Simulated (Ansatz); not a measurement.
Ba$_{2}$NaReO$_{6}$ in space group Fm-3m (No. 225; Na on 4a, Ba on 8c, Re on 4b, O on 24e), PBEsol (plane waves, PAW; program Ansatz). The conduction-band minimum lies at X, with 3 equivalent valleys. Second derivatives d²E/dk² of the lowest band at one valley (eV·Å²), along Cartesian directions:

```csv
direction,d²E/dk²
[100],4.612
[010],9.898
[001],9.898
[110],7.256
[101],7.256
[011],9.894
```

Find the principal effective masses, the density-of-states mass and the conductivity mass.

Off-diagonal terms follow from H_xy = H[110] − (H_xx + H_yy)/2, and m*/mₑ = 7.620 eV·Å² over each eigenvalue: 0.77, 0.77, 1.7. One valley's DOS mass (m₁m₂m₃)^(1/3) = 0.99, conductivity mass 3/(Σ 1/mᵢ) = 0.94 mₑ.

What effective density of states Nc follows at 300 K for parabolic valleys?

Nc = 2.509e19 × 3 × (0.99)^(3/2) ≈ 7.4e19 cm⁻³.

The workflow started from a Materials Project entry (that database holds measured and hypothetical structures alike); the Crystallography Open Database files this formula in space group No. 225, but the cells were not matched. Its standing as an ambient phase is unchecked. Symmetry was held in the PBEsol relaxation; its stability against distortions is not shown here. The run is not spin-polarised. Scalar-relativistic: spin–orbit coupling is off unless named, which matters more the heavier the elements.

Potentials: the later of the program's two PAW sets.

Edges and masses are those of Kohn–Sham bands, whose gap is no quasiparticle gap.
